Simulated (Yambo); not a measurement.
**Optical response of BeTe at +2 % isotropic strain**

```
BeTe
1.0
    0.00000     2.85945     2.85945
    2.85945     0.00000     2.85945
    2.85945     2.85945     0.00000
Be Te
1 1
Cartesian
  0.00000   0.00000   0.00000
  1.42972   1.42972   1.42972
```

Yambo, RPA with local fields on PBEsol bands; 12×12×12 mesh, 35 bands, 4 Ry local-field block, 0.2 eV broadening; field along x.

```csv
E (eV),Im ε,Re ε,"Im ε, independent particles"
0.0,0.00,6.85,0.00
0.6,0.06,6.94,0.07
1.2,0.12,7.21,0.16
1.9,0.23,7.74,0.29
2.5,0.43,8.71,0.56
3.1,1.07,10.7,1.43
3.8,5.32,13.4,7.34
4.4,10.9,13.0,16.0
5.0,15.3,2.90,18.4
5.6,14.1,-2.03,14.9
6.2,7.51,-3.59,7.69
6.9,6.09,-1.94,6.60
7.5,4.72,-3.09,4.29
8.1,2.45,-2.73,2.23
8.8,2.58,-1.58,2.49
9.4,2.26,-1.60,2.03
10.0,1.44,-1.29,1.35
10.6,1.55,-1.07,1.39
11.2,1.05,-0.93,0.95
11.9,0.95,-0.66,0.87
12.5,0.76,-0.66,0.67
13.1,0.62,-0.38,0.60
13.8,0.65,-0.25,0.62
14.4,0.52,-0.22,0.48
15.0,0.48,-0.07,0.46
15.6,0.43,-0.07,0.37
16.2,0.33,0.05,0.29
16.9,0.28,0.12,0.24
17.5,0.22,0.16,0.20
18.1,0.17,0.27,0.18
18.8,0.18,0.35,0.19
19.4,0.18,0.40,0.18
20.0,0.17,0.44,0.16
```

Peak heights and small wiggles depend on the k mesh. Convergence of the RPA response with its 12×12×12 mesh was not tested. No excitonic effects at this level.

Spin-orbit coupling is left out, which matters for elements this heavy: edges can move by tenths of an eV.

Geometry strained from the cell relaxed with PBEsol, atoms relaxed again.
